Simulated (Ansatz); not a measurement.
Profile along the Te–Pb line in PbTe (rock salt)

PbTe (rock salt)

```cif
data_Pb4Te4
_chemical_formula_sum 'Te4 Pb4'
_space_group_name_H-M_alt 'Fm-3m'
_space_group_IT_number 225
_space_group_name_Hall '-F 4 2 3'
_cell_length_a 6.44238
_cell_length_b 6.44238
_cell_length_c 6.44238
_cell_angle_alpha 90.000
_cell_angle_beta 90.000
_cell_angle_gamma 90.000
loop_
_atom_site_label
_atom_site_type_symbol
_atom_site_symmetry_multiplicity
_atom_site_Wyckoff_symbol
_atom_site_fract_x
_atom_site_fract_y
_atom_site_fract_z
_atom_site_occupancy
Te1 Te 4 a 0.00000 0.00000 0.00000 1
Pb1 Pb 4 b 0.50000 0.50000 0.50000 1
```
(The calculation used a cell of 2 atoms; values per cell refer to that cell.)

Fields along a shortest Te–Pb line of a {100} plane (3.22 Å), from Te to Pb, interpolated on the slice's grid (step about 0.2 Å). Calculation: PBEsol (plane waves to 420 eV, PAW, scalar-relativistic; Ansatz, an electronic-structure program). k mesh 9×9×9. Inside the PAW spheres the values are not all-electron values, and peaks at nuclei hang on which shells count as valence. PbTe was relaxed with its symmetry unable to fall. Spin-orbit coupling is left out, though Pb and Te are heavy. The PAW data are Ansatz's earlier set.

```csv
distance from Te (Å),valence electron density (e/Å³),electron localisation function
0.00,19.09,x
0.32,12.03,x
0.64,2.96,0.26
0.97,0.66,0.52
1.29,0.32,0.64
1.61,0.20,0.36
1.93,0.27,0.28
2.25,0.81,0.44
2.58,2.95,0.32
2.90,6.20,x
3.22,8.32,x
```

x: too close to a nucleus for the ELF to mean much.

Density on the Te–Pb line (3.22 Å) at its density minimum, 1.7 Å from Te: 0.20 e/Å³. ELF at that point: 0.3. ELF maximum in the middle third of the Te–Pb line: 0.64, 1.3 Å from Te.
